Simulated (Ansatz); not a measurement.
Total density of states per atom from the program Ansatz at the r²SCAN level (PAW), in 0.25 eV bins, energy from the Fermi level:

```json
[
 {"E (eV)": "-7.85", "states/eV/atom": "0.22"},
 {"E (eV)": "-7.60", "states/eV/atom": "0.25"},
 {"E (eV)": "-7.35", "states/eV/atom": "0.29"},
 {"E (eV)": "-7.10", "states/eV/atom": "0.33"},
 {"E (eV)": "-6.85", "states/eV/atom": "0.41"},
 {"E (eV)": "-6.60", "states/eV/atom": "0.55"},
 {"E (eV)": "-6.35", "states/eV/atom": "0.73"},
 {"E (eV)": "-6.10", "states/eV/atom": "0.92"},
 {"E (eV)": "-5.85", "states/eV/atom": "0.82"},
 {"E (eV)": "-5.60", "states/eV/atom": "0.39"},
 {"E (eV)": "-5.35", "states/eV/atom": "0.30"},
 {"E (eV)": "-5.10", "states/eV/atom": "0.70"},
 {"E (eV)": "-4.85", "states/eV/atom": "0.94"},
 {"E (eV)": "-4.60", "states/eV/atom": "1.52"},
 {"E (eV)": "-4.35", "states/eV/atom": "2.39"},
 {"E (eV)": "-4.10", "states/eV/atom": "2.16"},
 {"E (eV)": "-3.85", "states/eV/atom": "1.03"},
 {"E (eV)": "-3.60", "states/eV/atom": "1.46"},
 {"E (eV)": "-3.35", "states/eV/atom": "2.08"},
 {"E (eV)": "-3.10", "states/eV/atom": "0.20"},
 {"E (eV)": "-2.85", "states/eV/atom": "0.11"},
 {"E (eV)": "-2.60", "states/eV/atom": "0.19"},
 {"E (eV)": "-2.35", "states/eV/atom": "0.27"},
 {"E (eV)": "-2.10", "states/eV/atom": "0.35"},
 {"E (eV)": "-1.85", "states/eV/atom": "0.36"},
 {"E (eV)": "-1.60", "states/eV/atom": "0.31"},
 {"E (eV)": "-1.35", "states/eV/atom": "0.25"},
 {"E (eV)": "-1.10", "states/eV/atom": "0.31"},
 {"E (eV)": "-0.85", "states/eV/atom": "0.36"},
 {"E (eV)": "-0.60", "states/eV/atom": "0.39"},
 {"E (eV)": "-0.35", "states/eV/atom": "0.53"},
 {"E (eV)": "-0.10", "states/eV/atom": "0.39"},
 {"E (eV)": "0.15", "states/eV/atom": "0.34"},
 {"E (eV)": "0.40", "states/eV/atom": "0.38"},
 {"E (eV)": "0.65", "states/eV/atom": "0.50"},
 {"E (eV)": "0.90", "states/eV/atom": "0.46"},
 {"E (eV)": "1.15", "states/eV/atom": "0.40"},
 {"E (eV)": "1.40", "states/eV/atom": "0.35"},
 {"E (eV)": "1.65", "states/eV/atom": "0.34"},
 {"E (eV)": "1.90", "states/eV/atom": "0.37"},
 {"E (eV)": "2.15", "states/eV/atom": "0.38"},
 {"E (eV)": "2.40", "states/eV/atom": "0.38"},
 {"E (eV)": "2.65", "states/eV/atom": "0.39"},
 {"E (eV)": "2.90", "states/eV/atom": "0.41"},
 {"E (eV)": "3.15", "states/eV/atom": "0.50"},
 {"E (eV)": "3.40", "states/eV/atom": "0.50"},
 {"E (eV)": "3.65", "states/eV/atom": "0.48"},
 {"E (eV)": "3.90", "states/eV/atom": "0.52"},
 {"E (eV)": "4.15", "states/eV/atom": "0.48"},
 {"E (eV)": "4.40", "states/eV/atom": "0.42"},
 {"E (eV)": "4.65", "states/eV/atom": "0.51"},
 {"E (eV)": "4.90", "states/eV/atom": "0.53"}
]
```

Problem. Which of these materials gives this?
A) Al2Cu, I4/mcm (Al on 8h, Cu on 4a)
B) LaSi2Au2, I4/mmm (La on 2a, Si on 4e, Au on 4d)
C) Pb2Au, I4/mcm (Au on 4a, Pb on 8h)
D) Tl2Au, I4/mcm (Au on 4a, Tl on 8h)

Solution. D, Tl2Au, I4/mcm (Au on 4a, Tl on 8h). Within 0.5 eV of the Fermi level: Tl 6p 70 %, Tl 6s 13 %, Au 5d 7 %, Au 6s 6 %. Projections are on Löwdin-orthogonalised atomic valence shells; empty p or d shells of many metals are not among them.

The workflow started from an entry of the Crystallography Open Database (COD). Whether it is the stable phase at ambient conditions was not checked. The cell was relaxed with r²SCAN under the symmetry of its start; its stability against distortions is not shown here. Scalar-relativistic: spin–orbit coupling is off unless named, which matters more the heavier the elements.

Potentials: the later of the program's two PAW sets.
